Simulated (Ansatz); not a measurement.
BaTiO$_{3}$ (cubic perovskite, Pm-3m), a = b = c = 4.0195 Å, α = β = γ = 90.00°.

Relaxed with plane-wave PAW PBE (Ansatz code). Indices refer to the conventional cell of Pm-3m, a = b = c = 4.0195 Å, α = β = γ = 90.00°.

Q: Simulate the powder diffraction pattern (Cu Kα, λ = 1.54184 Å; lines above 1 %) up to 2θ = 90°.

A: Simulated powder pattern, Cu Kα, λ = 1.54184 Å (kinematic, ideal powder, no thermal factors, no anomalous dispersion; the 30 strongest lines at most, above 1 %, up to 2θ = 90°):

| 2θ (°) | d (Å) | I/Imax (%) | hkl |
|---|---|---|---|
| 22.12 | 4.019 | 19 | (100) |
| 31.48 | 2.842 | 100 | (110) |
| 38.80 | 2.321 | 25 | (111) |
| 45.11 | 2.010 | 35 | (200) |
| 50.79 | 1.798 | 10.0 | (210) |
| 56.04 | 1.641 | 38 | (211) |
| 65.71 | 1.421 | 20 | (220) |
| 70.25 | 1.340 | 5.4 | (221)+(300) |
| 74.68 | 1.271 | 16 | (310) |
| 79.01 | 1.212 | 8.3 | (311) |
| 83.27 | 1.160 | 6.8 | (222) |
| 87.50 | 1.115 | 2.7 | (320) |

This is a known high-temperature phase of the composition, computed here at zero pressure and temperature. Symmetry was held in the PBE relaxation; its stability against distortions is not shown here. The run is not spin-polarised. Scalar-relativistic: spin–orbit coupling is off unless named, which matters more the heavier the elements.

Potentials: the earlier of the program's two PAW sets.
